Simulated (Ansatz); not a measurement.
Given:

MoP:
```
CELL_PARAMETERS angstrom
      3.19145     0.00000     0.00000
     -1.59572     2.76388     0.00000
      0.00000     0.00000     3.15680
ATOMIC_POSITIONS crystal
  Mo 0.00000 0.00000 0.00000
  P  0.33333 0.66667 0.50000
```

This is the LDA-relaxed structure. x, y and z are the axes in which the lattice vectors are written.

Task: All from LDA (plane waves, PAW; program Ansatz), unless another level is named. Predict the highest zone-centre frequency.

Result: 414 cm⁻¹.

Task: Predict the Debye temperature from the elastic constants.

Result: 610 K.

Task: What about the elastic constants (relaxed ions, GPa)?

Result: C11 = 377, C12 = 138, C13 = 174, C33 = 533, C44 = 190.

Space group P-6m2. The cell was relaxed with LDA under the symmetry of its start; of distortions, only those at the zone centre were tested. No spin polarisation was allowed. As this level gives no gap, shear constants depend on the k-mesh and smearing (Fermi–Dirac, 0.1 eV here). As this level gives no gap, phonon frequencies hold no LO–TO term and depend on the k-mesh and smearing (Fermi–Dirac, 0.1 eV here).

Potentials: the earlier of the program's two PAW sets.
